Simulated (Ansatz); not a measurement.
One starting cell of Hf3N4 (a generated cell, Hf3N4 placed in a common structure type) was relaxed twice with Ansatz (plane waves, PAW, scalar-relativistic): with r2SCAN at 500 eV and with PBE at 420 eV. The r2SCAN result:

```cif
data_Hf12N16
_chemical_formula_sum 'Hf12 N16'
_space_group_name_H-M_alt 'I-43d'
_space_group_IT_number 220
_space_group_name_Hall 'I -4bd 2c 3'
_cell_length_a 6.70793
_cell_length_b 6.70793
_cell_length_c 6.70793
_cell_angle_alpha 90.000
_cell_angle_beta 90.000
_cell_angle_gamma 90.000
loop_
_atom_site_label
_atom_site_type_symbol
_atom_site_symmetry_multiplicity
_atom_site_Wyckoff_symbol
_atom_site_fract_x
_atom_site_fract_y
_atom_site_fract_z
_atom_site_occupancy
Hf1 Hf 12 a 0.00000 0.25000 0.37500 1
N1 N 16 c 0.06482 0.06482 0.06482 1
```
(The calculation used a cell of 14 atoms; values per cell refer to that cell.)

```json
[
 {"quantity": "space group", "r2SCAN": "I-43d", "PBE": "I-43d"},
 {"quantity": "volume (Å³/atom)", "r2SCAN": "10.78", "PBE": "10.91"},
 {"quantity": "a (Å)", "r2SCAN": "6.708", "PBE": "6.734"},
 {"quantity": "gap (eV, no spin-orbit coupling)", "r2SCAN": "1.36", "PBE": "1.04"}
]
```

Both levels end in the same structure; PBE's volume is 1.2 % larger; its gap is 0.32 eV smaller. Neither column is exact.

No spin polarisation in the result.

The run could not lose the symmetry of its start.

The first start was generated by placing the elements on the sites of a structure type. A measured structure of Hf3N4 has the same space group, I-43d (No. 220); the sites were not compared with it.

Ansatz is a quantum-chemistry and plane-wave program.
